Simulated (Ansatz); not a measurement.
Harmonic vibrational thermodynamics of Ca (fcc (Cu type), space group No. 225) at fixed volume, PBEsol in the plane-wave PAW code Ansatz. The rows extrapolate the 0 K crystal and know nothing of melting or changes of phase.

```json
[
 {"T (K)": "50", "F_vib (meV/atom)": "20.4", "S (J/K per mol of atoms)": "5.6", "C_V (J/K per mol of atoms)": "11.3"},
 {"T (K)": "100", "F_vib (meV/atom)": "14.6", "S (J/K per mol of atoms)": "[?]", "C_V (J/K per mol of atoms)": "[?]"},
 {"T (K)": "200", "F_vib (meV/atom)": "-11.3", "S (J/K per mol of atoms)": "[?]", "C_V (J/K per mol of atoms)": "[?]"},
 {"T (K)": "300", "F_vib (meV/atom)": "-49.6", "S (J/K per mol of atoms)": "[?]", "C_V (J/K per mol of atoms)": "[?]"},
 {"T (K)": "400", "F_vib (meV/atom)": "-96.5", "S (J/K per mol of atoms)": "48.6", "C_V (J/K per mol of atoms)": "24.6"},
 {"T (K)": "600", "F_vib (meV/atom)": "-208.3", "S (J/K per mol of atoms)": "58.6", "C_V (J/K per mol of atoms)": "24.8"},
 {"T (K)": "800", "F_vib (meV/atom)": "-337.5", "S (J/K per mol of atoms)": "65.7", "C_V (J/K per mol of atoms)": "24.8"},
 {"T (K)": "1000", "F_vib (meV/atom)": "-479.8", "S (J/K per mol of atoms)": "71.3", "C_V (J/K per mol of atoms)": "24.9"}
]
```

Task: Complete the blanks.

Result: 
- 200, S (J/K per mol of atoms): 31.9
- 200, C_V (J/K per mol of atoms): 23.5
- 100, C_V (J/K per mol of atoms): 19.8
- 100, S (J/K per mol of atoms): 16.6
- 300, S (J/K per mol of atoms): 41.6
- 300, C_V (J/K per mol of atoms): 24.3

Space group Fm-3m (fcc (Cu type)). The cell was relaxed with PBEsol under the symmetry of its start; phonons on a q-mesh show no instability.

Potentials: the earlier of the program's two PAW sets.
